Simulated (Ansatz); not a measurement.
# Al: from a starting cell to a relaxed one

The start is a relaxed Al cell displaced along its unstable phonon at q = (½, 0, 0) of its primitive reciprocal cell (112i cm⁻¹), largest move 0.15 Å. Cell shape, volume and atoms are optimised at zero target pressure with PBE (plane waves to 420 eV, PAW, scalar-relativistic; Ansatz, an electronic-structure program). First-step values are on the input's coarse k-mesh.

Ansatz input (later rounds restart from its end on a renewed k-mesh):
Ansatz 0.2 input:
```yaml
crystal:
  lattice:
    - [2.8040191492, -4.7746585644, 0]
    - [1.4020095746, 2.3873292822, 0]
    - [0, 0, 2.8064476984]
  atoms:
    - { symbol: Al, position: [0.25, 0.5, 0.0534483504] }
    - { symbol: Al, position: [0.75, 0.5, -0.0534483504] }
basis: { ecutwfc: 420, ecutrho_ratio: 4, xc_grid: 2, fft_grid_basis: typed }
kpoints: { mp_grid: { grid: [7, 13, 12] } }
hamiltonian:
  xc: pbe
  dispersion: none
  pseudopotentials: { azcp: { folder: ./paw }, kind: paw }
scf: { occupations: { method: fermi_dirac, width: 0.05 } }
relax: { f_tol: 0.01, max_steps: 100, cell: { stress_tol: 0.02 } }
output: { forces: true, stress: true }
```

Largest initial force: 0.16 eV/Å, on Al1, Al2 (atoms numbered as listed)
Volume change: -12.2 %, from 18.79 to 16.49 Å³/atom
Relative to the parent: It does not go back: it reaches Fm-3m (No. 225), fcc (Cu type), 0.22 eV/atom below the parent
Shortest distances (start → end): The closest pairs of elements (up to four, under 3.6 Å), start → end: Al–Al 2.77 → 2.86 Å
Optimiser moves: 18

Final structure:

```cif
data_Al4
_chemical_formula_sum 'Al4'
_space_group_name_H-M_alt 'Fm-3m'
_space_group_IT_number 225
_space_group_name_Hall '-F 4 2 3'
_cell_length_a 4.04023
_cell_length_b 4.04023
_cell_length_c 4.04023
_cell_angle_alpha 90.000
_cell_angle_beta 90.000
_cell_angle_gamma 90.000
loop_
_atom_site_label
_atom_site_type_symbol
_atom_site_symmetry_multiplicity
_atom_site_Wyckoff_symbol
_atom_site_fract_x
_atom_site_fract_y
_atom_site_fract_z
_atom_site_occupancy
Al1 Al 4 b 0.50000 0.50000 0.50000 1
```
(The calculation used a cell of 1 atom; values per cell refer to that cell.)

Final values are on a 20×20×20 k-mesh of the relaxed cell. No spin polarisation in the result.

The run could not lose the symmetry of its start.

Of the parent cell (Cmmm (No. 65)): it is a generated cell of Al: the first start was made by placing the elements on the sites of a structure type, and the end was not matched to a known phase here, so it may be hypothetical. Known forms of Al include space group No. 225.
